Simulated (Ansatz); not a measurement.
**SnO, one cell by several methods**

```
Sn O
1.0
     3.68794    0.00000    0.00000
     0.00000    3.68794    0.00000
     0.00000    0.00000    4.83600
Sn O
2 2
Direct
  0.00000 0.50000 0.23850
  0.50000 0.00000 0.76150
  0.00000 0.00000 0.00000
  0.50000 0.50000 0.00000
```

Atom numbers follow the list: Sn1, Sn2, O3, O4.

The conventional cell has a = 3.688 Å, b = 3.688 Å, c = 4.836 Å, α = 90.00°, β = 90.00°, γ = 90.00°. Sn (atom 1) has 4 O at 2.17 Å as nearest neighbours. Around O (atom 3) lie 4 Sn at 2.17 Å.

The cell is COD entry 9008956, as deposited and not checked against the literature; nothing was relaxed. The listed cell was then made from it by scaling, straining or moving an atom.

Spin–orbit coupling is left out, though it moves levels of the heavy atoms by tenths of an eV or more.

Levels of theory: DFT, PBEsol, PAW with Ansatz's default frozen-core files, scalar-relativistic (Ansatz 0.2.0); DFT, PBEsol, all-electron PAW with datasets made for the crystal, scalar-relativistic (Ansatz 0.2.0); DFT, PBEsol, all-electron LAPW, scalar-relativistic (Ansatz 0.2.0).

For PAW: a Γ-centred 8×8×6 k mesh, Fermi–Dirac smearing of 0.01 eV, cutoff 420 eV, no spin polarisation; the PAW files were made with PBE, and the program remakes their frozen cores for this functional. The crystal-made all-electron datasets (AE datasets) take a cutoff of 380 eV at this cell. LAPW targets a basis error of 1 meV/atom. The Ansatz runs share mesh, smearing and spin set-up. Plane-wave (PAW) pressures include the program's estimate of the Pulay term.

Stress and pressure are positive in compression.

The change that made this cell: equal xx and yy strain of -3 %.

Spin–orbit coupling is left out, which moves gradients at and beside heavy atoms by some per cent and at worst by a factor of two.

In a metal, gradients converge slowly with the k mesh: the values move by tens of per cent from one mesh to another, at times in sign, so only the comparison on one mesh counts.

```json
{"quantity": "pressure (GPa)", "PAW": "7.22", "AE datasets": "7.19", "LAPW": "7.19"}
{"quantity": "stress xx (GPa)", "PAW": "8.73", "AE datasets": "8.70", "LAPW": "8.71"}
{"quantity": "stress zz (GPa)", "PAW": "4.18", "AE datasets": "4.16", "LAPW": "4.17"}
{"quantity": "force on Sn1, z (eV/Å)", "PAW": "0.839", "AE datasets": "0.837", "LAPW": "0.836"}
{"quantity": "field gradient Vzz at Sn1 (10²¹ V/m²)", "PAW": "-19.14", "AE datasets": "-18.98", "LAPW": "–"}
{"quantity": "field gradient Vzz at O3 (10²¹ V/m²)", "PAW": "1.09", "AE datasets": "1.09", "LAPW": "–"}
```

PAW's pressure differs from the LAPW value by +0.02 GPa.
